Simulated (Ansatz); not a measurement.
The elements of this relaxed trial crystal are hidden behind letters.

```
lattice vectors (Å)
   5.0559    0.0000    0.0000
   0.0000    5.0559    0.0000
   0.0000    0.0000    5.0559
fractional positions
X 0.5000 0.5000 0.5000
Z 0.5000 0.0000 0.0000
Z 0.0000 0.0000 0.5000
Z 0.0000 0.5000 0.0000
Q 0.7664 0.2336 0.7664
Q 0.7664 0.7664 0.2336
Q 0.2336 0.2336 0.2336
Q 0.2336 0.7664 0.7664
```

Method: Ansatz 0.2.0, DFT PBE, scalar-relativistic, plane waves, PAW. Cutoff 420 eV, Γ-centred 8×8×8 mesh (8-atom cell), Gaussian smearing of 0.02 eV, no spin polarisation.

* Space group: P-43m (No. 215)
* Conventional cell: a = 5.056 Å
* Volume per atom: 16.16 Å³
* Density: 5.16 g/cm³
* Formation energy: +0.074 eV/atom
* Gap on the 8×8×8 mesh of the 8-atom cell: 0.47 eV

Energies are uncorrected and count from the elements' standard states at the same level.

Question: X is a p-block element of period 4, Z is a p-block element of period 2 and Q is a p-block element of period 4. Which elements are they?

Answer: X = Ga, Z = B, Q = As, so the formula is GaB3As4. Density times volume gives a mean mass of 5.16 × 16.16/1.6605 = 50.2 u per atom, and this set has 50.2 u. Ga is surrounded by 4 As at 2.33 Å; B is surrounded by 4 As at 2.15 Å; around As lie 3 B at 2.15 Å and 1 Ga at 2.33 Å. Other sets within the hints have nearly the same mass, so mass alone doesn't settle it; this one was computed.

Kohn–Sham gaps at this level usually fall short of measured ones. A structure relaxed within its symmetry needn't be a true minimum. Another cell of GaB3As4 relaxed alike, in I-42m, lies 51 meV/atom lower, so this cell isn't the stable form at this level.
